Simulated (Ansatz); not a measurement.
## Mg₂Mn₃NiS₈, one structure, two calculations

Cell: a computed structure from the Materials Project (it need not be an observed phase), atoms as given.

Space group R-3m:H (No. 166); a = 7.1877, c = 17.6568 Å, γ = 120.00°.

| site | Wyckoff | site symmetry | x | y | z |
| --- | --- | --- | --- | --- | --- |
| Mg | 6c | 3m | 0.0000 | 0.0000 | 0.8767 |
| Mn | 9e | .2/m | 0.1667 | 0.3333 | 0.3333 |
| Ni | 3b | -3m | 0.0000 | 0.0000 | 0.5000 |
| S7 | 6c | 3m | 0.0000 | 0.0000 | 0.7388 |
| S8 | 18h | .m | 0.8529 | 0.7058 | 0.4126 |

One atom of each set is listed; the run and its k-mesh use a cell of 14 atoms with edges of 7.20, 7.20, 7.20 Å.

First run. Method: Kohn–Sham DFT in Ansatz, PBE, plane waves and PAW, scalar-relativistic, collinear spin, 420 eV cutoff, Γ-centred 5×5×5 k-points, Fermi–Dirac smearing 0.02 eV. Start moments as typed (μB): 4 on each Mn, 3 on each Ni, none on the rest. The program fits them to the shells of the files, so those used differ somewhat.

| site | V_zz (10²¹ V/m²) | η | m (μB) |
| --- | --- | --- | --- |
| Mg | 0.11 | 0.00 | 0.01 |
| Mn | -0.86 | 0.81 | 3.31 |
| Ni | -1.23 | 0.00 | -1.12 |
| S7 | -1.74 | 0.00 | -0.02 |
| S8 | 1.74 | 1.00 | -0.09 |

Second run. The same atoms and settings, except that the mesh is 6×6×6 and the Fermi–Dirac smearing is 0.05 eV.

**Question.** Given the first result, estimate the second.

**Answer.** 

```csv
site,V_zz,η,change of V_zz,m (μB)
Mg,0.099,0.00,-0.01,0.01
Mn,-0.85,0.61,+0.01,3.29
Ni,-1.22,0.00,+0.01,-1.11
S7,-1.86,0.00,-0.12,-0.02
S8,1.76,0.97,+0.02,-0.09
```

The largest change of V_zz is on S7, from -1.74 to -1.86. Where |V_zz| stays above 0.1, η moves most on Mn, from 0.81 to 0.61.

The moments were started parallel, and the run ended with some of them reversed. Semilocal functionals can leave a metal where correlation in the d or f shell opens a gap in the real compound, and that would change the values at and beside Mn and Ni. With these PAW files V_zz is typically within 2 to 3 % of all-electron values, but misses above 10 % occur on Ni. The run lost the sense of its start on Ni, where the moments end reversed; a state with other moments may lie lower. The magnetic order is the one that the run reached from its start moments, not necessarily the measured one.
